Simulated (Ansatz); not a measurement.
Cd2P3I:
```
Cd2P3I
1.0
    4.15857     4.67861     0.00000
   -4.15857     4.67861     0.00000
   -1.24909     0.00000     7.47571
Cd P I
4 6 2
Direct
  0.39367   0.89064   0.27904
  0.60633   0.10936   0.72096
  0.89064   0.39367   0.22096
  0.10936   0.60633   0.77904
  0.19499   0.19499   0.75000
  0.80501   0.80501   0.25000
  0.93506   0.15607   0.53899
  0.06494   0.84393   0.46101
  0.15607   0.93506   0.96101
  0.84393   0.06494   0.03899
  0.62130   0.62130   0.75000
  0.37870   0.37870   0.25000
```

Relaxed with r²SCAN.

### Question
Map the valence electron density (e/Å³), cut off at 0.6 on the plane through (0.195, 0.195, 0.750) spanned by u = [0, 0, 1] and v = [1, 1, 0] in lattice vectors, from plane-wave PAW r²SCAN (Ansatz code).

### Answer
x is the fraction of u, y of v (the angle between them is 90°; rows are the nearest grid lines); atoms in the plane: P at (0.00, 0.00), P at (0.50, 0.61), I at (0.00, 0.43), I at (0.50, 0.18).
```
|015996421000000001111100000000124699510|
|799998543211000000000000000112345899997|
|999998654322110000000000011223456899999|
|455667788875432110000011234578887766554|
|112346899999864321101123468999998643211|
|001124579999986432222234689999975421100|
|000112457899877554333455778998754211000|
|000001123345678899999998876543321100000|
|000000000112358999646999853211000000000|
|111100000001236996101699632100000001111|
|332211000000125898545898521000000112233|
|999853210000012468999864210000012358999|
|999998421000000122333221000000124899999|
|999999631000000000000000000000136999999|
|999999531000000000000000000000135999999|
|999995310000000011121110000000013599999|
|665421100000012357888753210000001124566|
|111000000001236999999999632100000000111|
|000000000001259999999999952100000000000|
|110000000001369999999999963100000000011|
|443211000001247999999999742100000112344|
|999753100000013468999864310000001357999|
|899974210000011234555432110000012479998|
|015996421000000001111100000000124699510|
```
Scale: ten equal steps from 0.023 (start of '0') to 0.600 (end of '9'), in the order '0123456789'; x runs from 0.000 to 1.00, y from 0.000 (bottom) to 1.00 (top).

The density is the valence pseudo-density with augmentation charge, so density and ELF within about 1 Å of a nucleus are not all-electron values.

Space group C2/c. The first step of the workflow began from a Materials Project structure, measured or hypothetical; the Crystallography Open Database copy checked does not list it. COD files the formula under space group No. 9, so this cell is another polymorph or a model. Whether it is the stable phase at ambient conditions was not checked. Symmetry was held in the r²SCAN relaxation; its stability against distortions is not shown here. Scalar-relativistic: spin–orbit coupling is off unless named, which matters more the heavier the elements.

Potentials: the later of the program's two PAW sets.
